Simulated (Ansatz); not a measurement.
## SiF: changing the strain (εxx = s, εyy = s)

```xyz
2
Lattice="3.0286 0.0000 0.0000 0.0000 3.0286 0.0000 0.0000 0.0000 3.0286" Properties=species:S:1:pos:R:3 pbc="T T T"
Si    1.5143    1.5143    1.5143
F     0.0000    0.0000    0.0000
```

The cell comes from a database or a generator and needn't be the stable form of this composition.

Kept alike: task single point; functional PBE; k mesh 9 × 9 × 9; occupations fermi-dirac, width 0.05 eV; no spin polarisation. Program: Ansatz, Ansatz PAW, cutoff 420 eV. The mesh is that of the run's cell of 2 atoms. No spin-orbit coupling.

```csv
s,free energy over the lowest row (meV/atom)
-0.04,14.93
-0.02,3.67
-0.01,1.02
0,0.00
0.01,0.34
0.02,?
0.04,8.07
```

The cell shown is the unstrained one; x, y and z are its Cartesian axes; atoms keep their fractions. For a metal such a mesh leaves the last digits unconverged.

**Question.** Fit the rows shown and predict the run at 0.02.

**Answer.** A least-squares cubic through the rows shown is free energy = -36005 s³ + 7206.2 s² - 28.11 s - 0.034 (largest miss 0.034); at s = 0.02 it gives 2.00 meV/atom. The run gave: free energy over the lowest row 1.75 meV/atom.
